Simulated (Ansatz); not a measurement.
NbAs in space group P-6m2 (No. 187; Nb on 1a, As on 1f) under volume change, plane-wave PAW r²SCAN (Ansatz code), shape and atoms relaxed at each volume.

| V (Å³/atom) | E − E(relaxed) (meV/atom) | P (GPa) |
|---|---|---|
| 16.015 | 85.5 | 18.77 |
| 16.543 | 35.9 | 11.51 |
| 17.071 | 8.5 | 5.30 |
| 17.599 | 0.0 | 0.01 |
| 18.127 | 7.6 | -4.54 |
| 18.655 | 29.1 | -8.41 |
| 19.183 | 62.4 | -11.73 |

### Question
What does a third-order Birch–Murnaghan fit give for V₀, B₀ and B′?

### Answer
V₀ = 17.60 Å³/atom, B₀ = 163 GPa, B′ = 4.2.

A made-up cell: these elements were put on the sites of a structure type; neither database checked (COD, Materials Project) lists it. COD files the formula under space group No. 109, so this cell is another polymorph or a model. Its standing as an ambient phase is unchecked. The cell was relaxed with r²SCAN under the symmetry of its start; whether a distortion lowers the energy is not shown. No spin polarisation was allowed.

Potentials: the later of the program's two PAW sets.
